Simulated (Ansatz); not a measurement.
Input, command and steps of an Ansatz relaxation.

```yaml
crystal:
  lattice:
    - [6.1526625914, -0.0345230495, 0.1479818203]
    - [0.3407194513, 6.2278211245, 0.0035910082]
    - [1.8963115597, 0.8443515423, 8.4808803935]
  atoms:
    - { symbol: H, position: [0.5295388854, 0.2938857357, 0.1394036569] }
    - { symbol: H, position: [0.7498314958, 0.4254368706, 0.0954248366] }
    - { symbol: H, position: [0.2550168392, 0.7361661257, 0.6616007691] }
    - { symbol: H, position: [0.7069462315, 0.2761657043, 0.3400480599] }
    - { symbol: H, position: [0.5305918337, 0.7892019987, 0.1800018981] }
    - { symbol: H, position: [0.4702413973, 0.2198612169, 0.8313482699] }
    - { symbol: H, position: [0.0778812194, 0.9215375123, 0.1369543705] }
    - { symbol: H, position: [0.9199514599, 0.0710401654, 0.8626255718] }
    - { symbol: H, position: [0.098100914, 0.6496249086, 0.136413962] }
    - { symbol: H, position: [0.9313613223, 0.3439165902, 0.8514764649] }
    - { symbol: H, position: [0.7547125764, 0.7516741456, 0.478951146] }
    - { symbol: H, position: [0.2292463983, 0.244513831, 0.5192303861] }
    - { symbol: H, position: [0.8296437823, 0.7286936886, 0.6675909772] }
    - { symbol: H, position: [0.1578032783, 0.2611351155, 0.3301062083] }
    - { symbol: C, position: [0.4125744092, 0.7754935032, 0.2952451953] }
    - { symbol: C, position: [0.5821847646, 0.2285362121, 0.7133447751] }
    - { symbol: C, position: [0.0897494038, 0.7500297837, 0.4748455788] }
    - { symbol: C, position: [0.8951706166, 0.2466093792, 0.5246292772] }
    - { symbol: "N", position: [0.2641741089, 0.7462540254, 0.5431174119] }
    - { symbol: "N", position: [0.7160967597, 0.2563752042, 0.4618333906] }
    - { symbol: "N", position: [0.4656785513, 0.7628832239, 0.4320452008] }
    - { symbol: "N", position: [0.5203320759, 0.2448548781, 0.5793013387] }
    - { symbol: "N", position: [0.1832007155, 0.7667288653, 0.3154951245] }
    - { symbol: "N", position: [0.8128308636, 0.2292231902, 0.6854728172] }
    - { symbol: "N", position: [0.0509116224, 0.7756097924, 0.2055472064] }
    - { symbol: "N", position: [0.9564360853, 0.2111865514, 0.7881787257] }
    - { symbol: "N", position: [0.8747291056, 0.7409074988, 0.5443828597] }
    - { symbol: "N", position: [0.1106445343, 0.2516270023, 0.4527840863] }
    - { symbol: Cl, position: [0.2266747554, 0.2774283039, 0.0838383279] }
    - { symbol: Cl, position: [0.8359712647, 0.7055562417, 0.9072410207] }
    - { symbol: O, position: [0.6775496307, 0.3015583483, 0.1653290165] }
basis:
  ecutwfc: 420
kpoints:
  mp_grid: { grid: [4, 4, 4] }
hamiltonian:
  xc: pbe
  dispersion: d3bj
scf:
  occupations: { method: gaussian, width: 0.02 }
output:
  forces: true
  stress: true
  eigenvalues: true
relax:
  adjacent_minimum: "off"
  f_tol: 0.04
  max_steps: 70
  cell: { stress_tol: 0.2 }
```

```bash
ansatz run input.yaml --threads 8 --pin off --max-ram 16384MiB --backend cpu --events-out ev --progress --plain --runs-dir out
```

Method: Ansatz 0.2.0, DFT PBE+D3(BJ), scalar-relativistic, plane waves, PAW.

Of 6 frames 6 are shown, positions in Å and forces in eV/Å; the SCF threshold varies from step to step. Steps run on the plane waves of an earlier cell, with a Pulay correction in the pressure. The basis is chosen afresh for the last frame, the zero of the energies, and can be on the way; energy and pressure step there, also at an unchanged geometry. The mark taken_back stands on steps that the optimiser undid.

```xyz
31
Lattice="6.1527 -0.0345 0.1480 0.3407 6.2278 0.0036 1.8963 0.8444 8.4809" Properties=species:S:1:pos:R:3:forces:R:3 pbc="T T T" step=1 free_energy_over_end_meV_per_atom=0.14 pressure_GPa=-0.07
H     3.6226    1.9297    1.2617   -0.0130    0.0000   -0.0030
H     4.9394    2.7042    0.9218   -0.0090    0.0070    0.0070
H     3.0745    5.1345    5.6513   -0.0150   -0.0040    0.0030
H     5.0885    1.9826    2.9895    0.0120    0.0000    0.0510
H     3.8748    5.0487    1.6079    0.0050   -0.0030   -0.0110
H     4.5446    2.0550    7.1209    0.0010   -0.0030    0.0100
H     1.0529    5.8521    1.1763    0.0000    0.0070   -0.0010
H     7.3202    1.1390    7.4522    0.0000    0.0260   -0.0020
H     1.0836    4.1575    1.1738   -0.0060    0.0160    0.0080
H     7.4622    2.8286    7.3603    0.0070   -0.0180   -0.0020
H     5.8078    5.0596    4.1763   -0.0050   -0.0070    0.0040
H     2.4784    1.9533    4.4383   -0.0030   -0.0010    0.0020
H     6.6188    5.0732    5.7871    0.0100    0.0050   -0.0240
H     1.6859    1.8996    2.8239    0.0000    0.0010   -0.0340
C     3.3625    5.0647    2.5678   -0.0300    0.0020    0.0070
C     5.0126    2.0055    6.1368   -0.0030    0.0060   -0.0080
C     1.7082    5.0689    4.0431   -0.0290   -0.0030    0.0280
C     6.5866    1.9479    4.5827    0.0270    0.0020    0.0130
N     2.9096    5.0970    4.6479    0.0040   -0.0020    0.0120
N     5.3690    1.9619    4.0236   -0.0170   -0.0080   -0.0420
N     3.9444    5.0998    3.7358   -0.0150   -0.0010   -0.0220
N     4.3834    1.9961    4.9909   -0.0050    0.0060    0.0030
N     1.9867    5.0351    2.7055    0.0330    0.0030   -0.0070
N     6.3790    1.9783    5.9345   -0.0010   -0.0190   -0.0180
N     0.9673    5.0022    1.7535    0.0050   -0.0200    0.0000
N     7.4512    1.9477    6.8267   -0.0040   -0.0040    0.0090
N     6.6667    5.0437    4.7490    0.0350    0.0010    0.0170
N     1.6251    1.9456    3.8573    0.0030    0.0110    0.0250
Cl    1.6482    1.7907    0.7456   -0.0030    0.0080    0.0050
Cl    7.1043    5.1312    7.8204   -0.0010   -0.0030   -0.0130
O     4.5850    1.9943    1.5035    0.0190   -0.0040   -0.0160
31
Lattice="6.1463 -0.0421 0.1674 0.3328 6.2190 -0.0011 1.9201 0.8331 8.4769" Properties=species:S:1:pos:R:3:forces:R:3 pbc="T T T" step=2 free_energy_over_end_meV_per_atom=-0.02 pressure_GPa=0.02
H     3.6293    1.9160    1.2764    0.0060    0.0140   -0.0120
H     4.9309    2.7198    0.9477   -0.0120   -0.0270   -0.0130
H     3.0708    5.1118    5.6499   -0.0150   -0.0020    0.0070
H     5.0996    1.9711    3.0012    0.0090   -0.0020    0.0410
H     3.8712    5.0316    1.6055    0.0010    0.0010   -0.0060
H     4.5556    2.0363    7.1321    0.0030    0.0020    0.0060
H     1.0503    5.8446    1.1781   -0.0030    0.0020    0.0000
H     7.3282    1.1230    7.4661    0.0000    0.0140    0.0000
H     1.0774    4.1501    1.1694    0.0070    0.0030    0.0030
H     7.4758    2.8105    7.3699   -0.0050   -0.0090    0.0050
H     5.7991    5.0346    4.1941   -0.0050   -0.0010   -0.0110
H     2.4956    1.9466    4.4322   -0.0020   -0.0050    0.0140
H     6.6111    5.0514    5.8041    0.0100    0.0010   -0.0030
H     1.7044    1.8995    2.8161   -0.0080   -0.0030   -0.0230
C     3.3590    5.0476    2.5656   -0.0160    0.0020    0.0060
C     5.0234    1.9890    6.1476   -0.0040   -0.0040   -0.0090
C     1.7053    5.0515    4.0414   -0.0170    0.0050    0.0180
C     6.5978    1.9332    4.5941    0.0190   -0.0070    0.0070
N     2.9065    5.0770    4.6462    0.0080   -0.0010   -0.0030
N     5.3802    1.9474    4.0346    0.0000    0.0010   -0.0310
N     3.9409    5.0797    3.7336    0.0000   -0.0020   -0.0060
N     4.3944    1.9819    5.0016   -0.0030    0.0000   -0.0040
N     1.9836    5.0203    2.7037    0.0140    0.0020   -0.0100
N     6.3898    1.9602    5.9457    0.0000   -0.0100   -0.0080
N     0.9636    4.9926    1.7522    0.0010    0.0100   -0.0040
N     7.4618    1.9288    6.8382   -0.0010    0.0000   -0.0010
N     6.6581    5.0196    4.7666   -0.0020    0.0020   -0.0070
N     1.6431    1.9416    3.8500    0.0100    0.0050    0.0220
Cl    1.6543    1.7967    0.7466   -0.0010   -0.0030    0.0010
Cl    7.1116    5.1094    7.8242    0.0090    0.0040    0.0210
O     4.5925    1.9892    1.5139   -0.0030    0.0050    0.0000
31
Lattice="6.1442 -0.0469 0.1761 0.3278 6.2186 -0.0043 1.9308 0.8266 8.4747" Properties=species:S:1:pos:R:3:forces:R:3 pbc="T T T" step=3 free_energy_over_end_meV_per_atom=-0.08 pressure_GPa=0.03
H     3.6318    1.9146    1.2794    0.0180    0.0110   -0.0110
H     4.9439    2.6966    0.9409   -0.0230   -0.0190    0.0170
H     3.0644    5.1074    5.6496   -0.0150   -0.0010    0.0110
H     5.1078    1.9599    3.0053    0.0110   -0.0010    0.0400
H     3.8663    5.0338    1.6048    0.0020   -0.0020   -0.0010
H     4.5606    2.0236    7.1351    0.0030    0.0030    0.0030
H     1.0462    5.8523    1.1788   -0.0020    0.0000   -0.0020
H     7.3320    1.1121    7.4733    0.0010    0.0020    0.0040
H     1.0729    4.1578    1.1660    0.0050    0.0030    0.0030
H     7.4799    2.7985    7.3751   -0.0040   -0.0010   -0.0030
H     5.7919    5.0308    4.2016   -0.0040    0.0000   -0.0140
H     2.5047    1.9381    4.4315    0.0000   -0.0020    0.0130
H     6.6049    5.0461    5.8116    0.0100   -0.0030   -0.0040
H     1.7155    1.8955    2.8136   -0.0110    0.0010   -0.0110
C     3.3539    5.0492    2.5650   -0.0040   -0.0010    0.0020
C     5.0291    1.9761    6.1509   -0.0070   -0.0040   -0.0080
C     1.7000    5.0523    4.0404    0.0010    0.0000    0.0070
C     6.6052    1.9208    4.5990    0.0150    0.0000   -0.0010
N     2.9009    5.0754    4.6456    0.0090   -0.0040   -0.0090
N     5.3880    1.9353    4.0382    0.0020    0.0060   -0.0310
N     3.9355    5.0785    3.7332    0.0070   -0.0050    0.0000
N     4.4012    1.9698    5.0043   -0.0010    0.0000   -0.0040
N     1.9787    5.0235    2.7026    0.0050    0.0000   -0.0050
N     6.3957    1.9467    5.9503   -0.0020   -0.0030   -0.0040
N     0.9590    4.9988    1.7508    0.0010    0.0090   -0.0030
N     7.4667    1.9165    6.8442    0.0000    0.0010   -0.0060
N     6.6510    5.0154    4.7741   -0.0280   -0.0030    0.0010
N     1.6532    1.9354    3.8479    0.0120    0.0060    0.0150
Cl    1.6564    1.8017    0.7467   -0.0040    0.0010    0.0000
Cl    7.1199    5.0978    7.8300    0.0110    0.0000    0.0140
O     4.5961    1.9773    1.5162   -0.0070    0.0050   -0.0130
31
Lattice="6.1363 -0.0602 0.1886 0.3142 6.2216 -0.0098 1.9433 0.8147 8.4887" Properties=species:S:1:pos:R:3:forces:R:3 pbc="T T T" step=4 free_energy_over_end_meV_per_atom=0.24 pressure_GPa=0.08 taken_back
H     3.5999    1.8980    1.2655   -0.2840   -0.0460   -0.0240
H     4.8949    2.6689    0.9341    0.1930    0.2880   -0.2130
H     3.0361    5.0840    5.6603    0.0200   -0.0190   -0.0360
H     5.1256    1.9383    3.0285    0.0070   -0.0100   -0.0270
H     3.8702    5.0101    1.6163   -0.0170    0.0170    0.0330
H     4.5633    1.9983    7.1471   -0.0200   -0.0120   -0.0110
H     1.0602    5.8877    1.1777    0.0270    0.0270    0.0200
H     7.3361    1.1168    7.5146   -0.0190   -0.0170   -0.0240
H     1.0746    4.1926    1.1577   -0.0390   -0.0270   -0.0340
H     7.4650    2.7989    7.3903    0.0150    0.0400    0.0180
H     5.7701    5.0165    4.2074    0.0000    0.0010    0.0390
H     2.5266    1.9148    4.4573    0.0080    0.0320   -0.0440
H     6.5888    5.0262    5.8213   -0.0490   -0.0070    0.0160
H     1.7350    1.9033    2.8286    0.0410   -0.0150    0.0690
C     3.3517    5.0346    2.5745    0.0100   -0.0010   -0.0100
C     5.0333    1.9479    6.1636    0.0210    0.0180    0.0130
C     1.6880    5.0484    4.0409    0.0220    0.0350   -0.0430
C     6.6205    1.9015    4.6218   -0.0120    0.0030   -0.0180
N     2.8861    5.0570    4.6527   -0.0140   -0.0160    0.0390
N     5.4055    1.9173    4.0534   -0.0460   -0.0140   -0.0190
N     3.9273    5.0468    3.7466   -0.0500    0.0240    0.0040
N     4.4124    1.9441    5.0137   -0.0010    0.0040    0.0090
N     1.9756    5.0332    2.7036   -0.0300   -0.0020    0.0260
N     6.4011    1.9209    5.9709   -0.0120   -0.0040    0.0230
N     0.9626    5.0310    1.7442   -0.0090   -0.0860    0.0260
N     7.4665    1.9100    6.8715    0.0140   -0.0540   -0.0090
N     6.6281    4.9991    4.7838    0.0890    0.0120   -0.0670
N     1.6793    1.9377    3.8662   -0.0350   -0.0060   -0.0810
Cl    1.6173    1.8012    0.7621   -0.0080    0.0280   -0.0260
Cl    7.1036    5.0603    7.8458    0.0220    0.0590   -0.0230
O     4.5560    1.9533    1.5019    0.1560   -0.2530    0.3740
31
Lattice="6.1425 -0.0540 0.1857 0.3208 6.2244 -0.0080 1.9423 0.8195 8.4823" Properties=species:S:1:pos:R:3:forces:R:3 pbc="T T T" step=5 free_energy_over_end_meV_per_atom=-0.07 pressure_GPa=0.01
H     3.6294    1.9134    1.2828   -0.0010    0.0010   -0.0050
H     4.9438    2.6851    0.9445   -0.0020    0.0000    0.0090
H     3.0486    5.0930    5.6562   -0.0100   -0.0020    0.0080
H     5.1216    1.9505    3.0162    0.0000   -0.0010   -0.0040
H     3.8623    5.0316    1.6120   -0.0020    0.0010    0.0080
H     4.5679    2.0116    7.1417   -0.0010    0.0000   -0.0030
H     1.0461    5.8695    1.1833    0.0000   -0.0020    0.0010
H     7.3383    1.1068    7.4890    0.0010   -0.0100    0.0000
H     1.0679    4.1748    1.1625   -0.0040    0.0000   -0.0040
H     7.4832    2.7919    7.3844    0.0010    0.0070   -0.0010
H     5.7798    5.0254    4.2108    0.0000   -0.0010    0.0030
H     2.5184    1.9340    4.4385    0.0010    0.0000   -0.0010
H     6.5944    5.0353    5.8225    0.0010    0.0000   -0.0190
H     1.7302    1.8997    2.8167   -0.0010   -0.0010    0.0120
C     3.3475    5.0469    2.5712    0.0070   -0.0020   -0.0030
C     5.0374    1.9636    6.1579   -0.0040    0.0000    0.0010
C     1.6902    5.0509    4.0429    0.0210    0.0030   -0.0090
C     6.6175    1.9117    4.6096    0.0010   -0.0040   -0.0060
N     2.8897    5.0664    4.6510    0.0080    0.0000   -0.0060
N     5.4011    1.9261    4.0461    0.0050    0.0030    0.0050
N     3.9267    5.0680    3.7410   -0.0010   -0.0020    0.0040
N     4.4120    1.9587    5.0100    0.0000    0.0000   -0.0030
N     1.9721    5.0282    2.7054   -0.0100    0.0040    0.0060
N     6.4044    1.9343    5.9602   -0.0040    0.0030    0.0040
N     0.9549    5.0131    1.7508    0.0010    0.0020   -0.0010
N     7.4734    1.9081    6.8564    0.0020    0.0000    0.0000
N     6.6386    5.0076    4.7846   -0.0270    0.0000    0.0120
N     1.6684    1.9372    3.8520    0.0060   -0.0010   -0.0100
Cl    1.6513    1.8115    0.7506    0.0010    0.0000   -0.0030
Cl    7.1345    5.0870    7.8416    0.0100    0.0030   -0.0030
O     4.5933    1.9685    1.5202    0.0010   -0.0020    0.0090
31
Lattice="6.1425 -0.0540 0.1857 0.3208 6.2244 -0.0080 1.9423 0.8195 8.4823" Properties=species:S:1:pos:R:3:forces:R:3 pbc="T T T" step=6 free_energy_over_end_meV_per_atom=0.00 pressure_GPa=0.00
H     3.6294    1.9134    1.2828   -0.0010    0.0010   -0.0050
H     4.9438    2.6851    0.9445   -0.0020    0.0000    0.0090
H     3.0486    5.0930    5.6562   -0.0100   -0.0020    0.0080
H     5.1216    1.9505    3.0162    0.0000   -0.0010   -0.0040
H     3.8623    5.0316    1.6120   -0.0020    0.0010    0.0070
H     4.5679    2.0116    7.1417   -0.0010    0.0000   -0.0020
H     1.0461    5.8695    1.1833    0.0010   -0.0020    0.0010
H     7.3383    1.1068    7.4890    0.0010   -0.0100    0.0000
H     1.0679    4.1748    1.1625   -0.0030    0.0000   -0.0040
H     7.4832    2.7919    7.3844    0.0010    0.0080   -0.0010
H     5.7798    5.0254    4.2108    0.0000   -0.0010    0.0030
H     2.5184    1.9340    4.4385    0.0010    0.0000   -0.0020
H     6.5944    5.0353    5.8225    0.0010    0.0000   -0.0190
H     1.7302    1.8997    2.8167   -0.0010   -0.0010    0.0110
C     3.3475    5.0469    2.5712    0.0070   -0.0020   -0.0030
C     5.0374    1.9636    6.1579   -0.0040    0.0000    0.0010
C     1.6902    5.0509    4.0429    0.0210    0.0030   -0.0090
C     6.6175    1.9117    4.6096    0.0010   -0.0040   -0.0060
N     2.8897    5.0664    4.6510    0.0090    0.0000   -0.0060
N     5.4011    1.9261    4.0461    0.0040    0.0030    0.0050
N     3.9267    5.0680    3.7410   -0.0020   -0.0020    0.0040
N     4.4120    1.9587    5.0100    0.0000    0.0000   -0.0030
N     1.9721    5.0282    2.7054   -0.0090    0.0040    0.0060
N     6.4044    1.9343    5.9602   -0.0050    0.0020    0.0040
N     0.9549    5.0131    1.7508    0.0000    0.0020   -0.0010
N     7.4734    1.9081    6.8564    0.0020    0.0000    0.0000
N     6.6386    5.0076    4.7846   -0.0270    0.0000    0.0110
N     1.6684    1.9372    3.8520    0.0060   -0.0010   -0.0090
Cl    1.6513    1.8115    0.7506    0.0010    0.0000   -0.0030
Cl    7.1345    5.0870    7.8416    0.0100    0.0030   -0.0030
O     4.5933    1.9685    1.5202    0.0010   -0.0020    0.0090
```

Time: 100 s on 8 threads of Arm Neoverse V1, on a shared host, peak memory 1.8 GiB.